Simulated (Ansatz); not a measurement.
Relaxed Bi₂Te₃ (Bi2Te3 type, space group R-3m):

```
CELL_PARAMETERS angstrom
      2.19727     1.26859    10.46143
     -2.19727     1.26859    10.46143
      0.00000    -2.53719    10.46143
ATOMIC_POSITIONS crystal
  Bi 0.39834 0.39834 0.39834
  Bi 0.60166 0.60166 0.60166
  Te 0.00000 0.00000 0.00000
  Te 0.21376 0.21376 0.21376
  Te 0.78624 0.78624 0.78624
```

These are r2SCAN+rVV10 (plane waves to 500 eV, PAW, scalar-relativistic; Ansatz, an electronic-structure program) values and carry that method's errors. k mesh 7×7×7 (Γ-centred), Fermi-Dirac smearing 0.05 eV. Bi2Te3 was relaxed with its symmetry unable to fall. Spin-orbit coupling is left out, though Bi and Te are heavy.

One atom of the cell was then moved (with its periodic images), all else fixed, and the forces (eV/Å) came out as:

```tsv
atom	Fx	Fy	Fz
Bi1	0.000	0.000	1.562
Bi2	0.000	0.000	-0.112
Te3	0.000	0.000	0.466
Te4	0.000	0.000	0.074
Te5	0.000	0.000	-1.991
```

Which atom was moved, and by which vector (Å)?

Te5, by (0.00, 0.00, 0.49), 0.49 Å in all.

(For displaced atoms, the force is minus the slope of the energy, and its curvature is a force constant, which sets phonon frequencies.)
